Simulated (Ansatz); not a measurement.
NbSi2 in space group P6/mmm (No. 191; Nb on 1a, Si on 2d) under volume change, PBE (plane waves, PAW; program Ansatz), shape and atoms relaxed at each volume.

| V (Å³/atom) | E − E(relaxed) (meV/atom) | P (GPa) |
|---|---|---|
| 13.513 | (withheld) | (withheld) |
| 13.958 | (withheld) | (withheld) |
| 14.404 | 6.6 | 4.89 |
| 14.849 | 0.0 | 0.00 |
| 15.295 | 6.0 | -4.17 |
| 15.740 | 22.6 | -7.70 |
| 16.186 | 48.2 | -10.65 |

Task: Fill in the missing entries.

Result: 
- 13.958, E − E(relaxed) (meV/atom): 28.0
- 13.958, P (GPa): 10.67
- 13.513, E − E(relaxed) (meV/atom): 67.0
- 13.513, P (GPa): 17.61

Task: What does a third-order Birch–Murnaghan fit give for V₀, B₀ and B′?

Result: V₀ = 14.85 Å³/atom, B₀ = 150 GPa, B′ = 4.6.

The cell is a constructed one: a structure type filled with these elements; neither database checked (COD, Materials Project) lists it. COD files the formula under space group No. 180, 181, so this cell is another polymorph or a model. Its standing as an ambient phase is unchecked. Symmetry was held in the PBE relaxation; its stability against distortions is not shown here. No spin polarisation was allowed.

Potentials: the later of the program's two PAW sets.
